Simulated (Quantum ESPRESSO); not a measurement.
## Mg2Ta3Au2Ti (one run as intended and one with a planted mistake)

Computed values, not a measurement. The program is pw.x of Quantum ESPRESSO 7.5 (plane-wave density functional theory). The cell is made up: eight metal atoms on a face-centred cubic lattice, with elements, volume, strain and displacements drawn at random and not relaxed, so it may be unstable or far from any real phase. PseudoDojo standard norm-conserving files set the functional (PBE unless stated); there is no spin polarisation or spin-orbit coupling, the Fermi-Dirac width of 0.25 eV means electrons at about 2900 K, and the masses in the input are unused placeholders. Heavy elements are run without spin-orbit coupling, which real alloys of them have. A spin test at this wide smearing found no moment, but such smearing suppresses magnetism that the real alloy may have.

Intended input:

```
&control calculation='scf', pseudo_dir='./dojo.nc.sr.pbe.v0_5.standard.upf', outdir='./o', disk_io='minimal', tprnfor=.true., tstress=.true. /
&system ibrav=0, nat=8, ntyp=4, nbnd=69, ecutwfc=84.00895049, nosym=.true., tot_charge=0,
 occupations='smearing', smearing='fd', degauss=0.0183746611
/
&electrons conv_thr=1.470e-08, electron_maxstep=70, mixing_beta=0.5 /
ATOMIC_SPECIES
Au 1.0 Au.upf
Mg 1.0 Mg.upf
Ta 1.0 Ta.upf
Ti 1.0 Ti.upf
CELL_PARAMETERS angstrom
-0.026 4.189 4.2494
4.2805 -0.0845 4.3079
4.2352 4.2022 -0.0392
ATOMIC_POSITIONS angstrom
Mg 0.0049 0.0682 0.0454
Ta 2.1753 2.0715 0.0841
Ta 2.098 0.0474 2.2487
Au 4.3261 2.0932 2.1478
Au -0.0967 2.1154 2.1218
Ti 2.0483 4.2235 2.1612
Mg 2.0141 2.2324 4.2257
Ta 4.1982 4.0812 4.3461
K_POINTS automatic
5 5 5 1 1 1
```

The log is shortened where brackets say so; the opening notice, blank lines, dates and the lines on written files are dropped, and the path of the files is cut. It prints rydbergs, bohrs and kilobars, and counts compression as positive stress. Its total energy is the free energy E - TS of the whole cell.

Log of the intended run:

```
     Program PWSCF v.7.5
     Parallel version (MPI & OpenMP), running on       4 processor cores
     Number of MPI processes:                 4
     Threads/MPI process:                     1
     [start-up lines left out]
     bravais-lattice index     =            0
     lattice parameter (alat)  =      11.2761  a.u.
     unit-cell volume          =    1049.7569 (a.u.)^3
     number of atoms/cell      =            8
     number of atomic types    =            4
     number of electrons       =       109.00
     number of Kohn-Sham states=           69
     kinetic-energy cutoff     =      84.0090  Ry
     charge density cutoff     =     336.0358  Ry
     scf convergence threshold =      1.5E-08
     mixing beta               =       0.5000
     number of iterations used =            8  plain     mixing
     Exchange-correlation= PBE
                           (   1   4   3   4   0   0   0)
     [axes and pseudopotential details left out]
   Cartesian axes
     site n.     atom                  positions (alat units)
         1        Mg     tau(   1) = (   0.0008212   0.0114294   0.0076084  )
         2        Ta     tau(   2) = (   0.3645514   0.3471559   0.0140940  )
         3        Ta     tau(   3) = (   0.3515970   0.0079436   0.3768523  )
         4        Au     tau(   4) = (   0.7249970   0.3507926   0.3599428  )
         5        Au     tau(   5) = (  -0.0162056   0.3545130   0.3555855  )
         6        Ti     tau(   6) = (   0.3432679   0.7078026   0.3621885  )
         7        Mg     tau(   7) = (   0.3375364   0.3741206   0.7081713  )
         8        Ta     tau(   8) = (   0.7035626   0.6839550   0.7283487  )
     number of k points=    63  Fermi-Dirac smearing, width (Ry)=  0.0184
                       cart. coord. in units 2pi/alat
        k(    1) = (   0.0702990   0.0718011   0.0700709), wk =   0.0320000
        k(    2) = (   0.2114978   0.2122073  -0.0674757), wk =   0.0320000
     [further k points left out]
     Dense  grid:   109213 G-vectors     FFT dimensions: (  72,  72,  72)
     Estimated max dynamical RAM per process >     435.52 MB
     Estimated total dynamical RAM >       1.62 GB
     Initial potential from superposition of free atoms
     starting charge     108.9938, renormalised to     109.0000
     Starting wfcs are   70 randomized atomic wfcs
     total cpu time spent up to now is       14.3 secs
     per-process dynamical memory:   345.0 Mb
     Self-consistent Calculation
     iteration #  1     ecut=    84.01 Ry     beta= 0.50
     Davidson diagonalization with overlap
     ethr =  1.00E-02,  avg # of iterations =  5.1
     total cpu time spent up to now is       54.5 secs
     total energy              =   -1338.77020831 Ry
     estimated scf accuracy    <       1.85737135 Ry
     iteration #  2     ecut=    84.01 Ry     beta= 0.50
     Davidson diagonalization with overlap
     ethr =  1.70E-03,  avg # of iterations =  3.3
     total cpu time spent up to now is       94.1 secs
     total energy              =   -1339.12507314 Ry
     estimated scf accuracy    <       5.06010019 Ry
     [iterations 3 to 12 left out]
     iteration # 13     ecut=    84.01 Ry     beta= 0.50
     Davidson diagonalization with overlap
     ethr =  5.32E-10,  avg # of iterations =  2.0
     total cpu time spent up to now is      479.0 secs
     total energy              =   -1339.73285445 Ry
     estimated scf accuracy    <       0.00000003 Ry
     iteration # 14     ecut=    84.01 Ry     beta= 0.50
     Davidson diagonalization with overlap
     ethr =  2.74E-11,  avg # of iterations =  4.4
     total cpu time spent up to now is      517.9 secs
     End of self-consistent calculation
     [lines on levels left out]
!    total energy              =   -1339.73285445 Ry
     estimated scf accuracy    <       0.00000001 Ry
     smearing contrib. (-TS)   =      -0.11686554 Ry
     internal energy E=F+TS    =   -1339.61598890 Ry
     The total energy is F=E-TS. E is the sum of the following terms:
     one-electron contribution =    -519.10706224 Ry
     hartree contribution      =     288.51085755 Ry
     xc contribution           =    -241.60480871 Ry
     ewald contribution        =    -867.41497549 Ry
     convergence has been achieved in  14 iterations
     Forces acting on atoms (cartesian axes, Ry/au):
     atom    1 type  2   force =    -0.01895741    0.00997474    0.00385500
     atom    2 type  3   force =     0.00003179    0.00869819   -0.00798507
     atom    3 type  3   force =     0.00036655   -0.01890506   -0.00550240
     atom    4 type  1   force =    -0.00945650    0.00132856    0.00482454
     atom    5 type  1   force =     0.00356262   -0.00034212    0.01035066
     atom    6 type  4   force =     0.01179067    0.01312482   -0.01904676
     atom    7 type  2   force =    -0.00599787   -0.03485712    0.01898149
     atom    8 type  3   force =     0.01866014    0.02097798   -0.00547745
     Total force =     0.065871     Total SCF correction =     0.000435
     Computing stress (Cartesian axis) and pressure
          total   stress  (Ry/bohr**3)                   (kbar)     P=      -85.55
  -0.00053410   0.00022330   0.00004955          -78.57       32.85        7.29
   0.00022330  -0.00052498   0.00012964           32.85      -77.23       19.07
   0.00004955   0.00012964  -0.00068559            7.29       19.07     -100.85
     init_run     :     13.50s CPU     13.94s WALL (       1 calls)
     electrons    :    499.59s CPU    503.61s WALL (       1 calls)
     forces       :      3.96s CPU      4.04s WALL (       1 calls)
     stress       :     14.00s CPU     14.34s WALL (       1 calls)
     [timing details left out]
     PWSCF        :   8m51.42s CPU   8m56.34s WALL
     JOB DONE.
```

A second run has one planted mistake: two atoms have their elements exchanged. The input lines that differ:

```
- Ta 2.098 0.0474 2.2487
+ Ti 2.098 0.0474 2.2487
- Ti 2.0483 4.2235 2.1612
+ Ta 2.0483 4.2235 2.1612
```

Its log:

```
     Program PWSCF v.7.5
     Parallel version (MPI & OpenMP), running on       4 processor cores
     Number of MPI processes:                 4
     Threads/MPI process:                     1
     [start-up lines left out]
     bravais-lattice index     =            0
     lattice parameter (alat)  =      11.2761  a.u.
     unit-cell volume          =    1049.7569 (a.u.)^3
     number of atoms/cell      =            8
     number of atomic types    =            4
     number of electrons       =       109.00
     number of Kohn-Sham states=           69
     kinetic-energy cutoff     =      84.0090  Ry
     charge density cutoff     =     336.0358  Ry
     scf convergence threshold =      1.5E-08
     mixing beta               =       0.5000
     number of iterations used =            8  plain     mixing
     Exchange-correlation= PBE
                           (   1   4   3   4   0   0   0)
     [axes and pseudopotential details left out]
   Cartesian axes
     site n.     atom                  positions (alat units)
         1        Mg     tau(   1) = (   0.0008212   0.0114294   0.0076084  )
         2        Ta     tau(   2) = (   0.3645514   0.3471559   0.0140940  )
         3        Ti     tau(   3) = (   0.3515970   0.0079436   0.3768523  )
         4        Au     tau(   4) = (   0.7249970   0.3507926   0.3599428  )
         5        Au     tau(   5) = (  -0.0162056   0.3545130   0.3555855  )
         6        Ta     tau(   6) = (   0.3432679   0.7078026   0.3621885  )
         7        Mg     tau(   7) = (   0.3375364   0.3741206   0.7081713  )
         8        Ta     tau(   8) = (   0.7035626   0.6839550   0.7283487  )
     number of k points=    63  Fermi-Dirac smearing, width (Ry)=  0.0184
                       cart. coord. in units 2pi/alat
        k(    1) = (   0.0702990   0.0718011   0.0700709), wk =   0.0320000
        k(    2) = (   0.2114978   0.2122073  -0.0674757), wk =   0.0320000
     [further k points left out]
     Dense  grid:   109213 G-vectors     FFT dimensions: (  72,  72,  72)
     Estimated max dynamical RAM per process >     435.52 MB
     Estimated total dynamical RAM >       1.62 GB
     Initial potential from superposition of free atoms
     starting charge     108.9938, renormalised to     109.0000
     Starting wfcs are   70 randomized atomic wfcs
     total cpu time spent up to now is       14.0 secs
     per-process dynamical memory:   345.0 Mb
     Self-consistent Calculation
     iteration #  1     ecut=    84.01 Ry     beta= 0.50
     Davidson diagonalization with overlap
     ethr =  1.00E-02,  avg # of iterations =  4.7
     total cpu time spent up to now is       55.2 secs
     total energy              =   -1338.81467090 Ry
     estimated scf accuracy    <       1.79485635 Ry
     iteration #  2     ecut=    84.01 Ry     beta= 0.50
     Davidson diagonalization with overlap
     ethr =  1.65E-03,  avg # of iterations =  3.3
     total cpu time spent up to now is       94.0 secs
     total energy              =   -1339.20443794 Ry
     estimated scf accuracy    <       4.25913089 Ry
     [iterations 3 to 12 left out]
     iteration # 13     ecut=    84.01 Ry     beta= 0.50
     Davidson diagonalization with overlap
     ethr =  9.51E-10,  avg # of iterations =  4.2
     total cpu time spent up to now is      462.0 secs
     total energy              =   -1339.73534435 Ry
     estimated scf accuracy    <       0.00000015 Ry
     iteration # 14     ecut=    84.01 Ry     beta= 0.50
     Davidson diagonalization with overlap
     ethr =  1.36E-10,  avg # of iterations =  2.0
     total cpu time spent up to now is      493.4 secs
     End of self-consistent calculation
     [lines on levels left out]
!    total energy              =   -1339.73534436 Ry
     estimated scf accuracy    <          8.8E-09 Ry
     smearing contrib. (-TS)   =      -0.11656999 Ry
     internal energy E=F+TS    =   -1339.61877437 Ry
     The total energy is F=E-TS. E is the sum of the following terms:
     one-electron contribution =    -519.24676337 Ry
     hartree contribution      =     288.58642928 Ry
     xc contribution           =    -241.61066667 Ry
     ewald contribution        =    -867.34777362 Ry
     convergence has been achieved in  14 iterations
     Forces acting on atoms (cartesian axes, Ry/au):
     atom    1 type  2   force =    -0.01948795    0.00845003    0.00485887
     atom    2 type  3   force =    -0.00011694    0.00955242   -0.00755840
     atom    3 type  4   force =    -0.00096843   -0.01417641   -0.00270243
     atom    4 type  1   force =    -0.00894311    0.00238678    0.00505629
     atom    5 type  1   force =     0.00239891   -0.00139257    0.00937206
     atom    6 type  3   force =     0.01634858    0.01492226   -0.02188899
     atom    7 type  2   force =    -0.00715998   -0.03824500    0.02084155
     atom    8 type  3   force =     0.01792892    0.01850249   -0.00797895
     Total force =     0.068440     Total SCF correction =     0.000490
     Computing stress (Cartesian axis) and pressure
          total   stress  (Ry/bohr**3)                   (kbar)     P=      -84.63
  -0.00052770   0.00021907  -0.00007395          -77.63       32.23      -10.88
   0.00021907  -0.00051847  -0.00000228           32.23      -76.27       -0.33
  -0.00007395  -0.00000228  -0.00067968          -10.88       -0.33      -99.98
     init_run     :     13.42s CPU     13.86s WALL (       1 calls)
     electrons    :    476.34s CPU    479.48s WALL (       1 calls)
     forces       :      4.18s CPU      4.20s WALL (       1 calls)
     stress       :     14.76s CPU     14.85s WALL (       1 calls)
     [timing details left out]
     PWSCF        :   8m28.90s CPU   8m32.65s WALL
     JOB DONE.
```

|  | intended run | run with the mistake |
| --- | --- | --- |
| free energy (eV) | -18227.994 | -18228.028 |
| entropy term -TS, part of it (eV) | -1.590 | -1.586 |
| pressure (GPa) | -8.56 | -8.46 |
| size of the largest force component (eV/Å) | 0.896 | 0.983 |
| largest change of a force component (eV/Å) |  | 0.122 |
| iterations | 14 | 14 |

For scale, a rerun of the intended cell at a higher cutoff and on a denser mesh moved values by no more than 0.003 eV in energy, 0.02 GPa in stress and 0.003 eV/Å in force, and a second program with other atomic files agreed on that cell to 2 % rms in force and 0.5 GPa in pressure.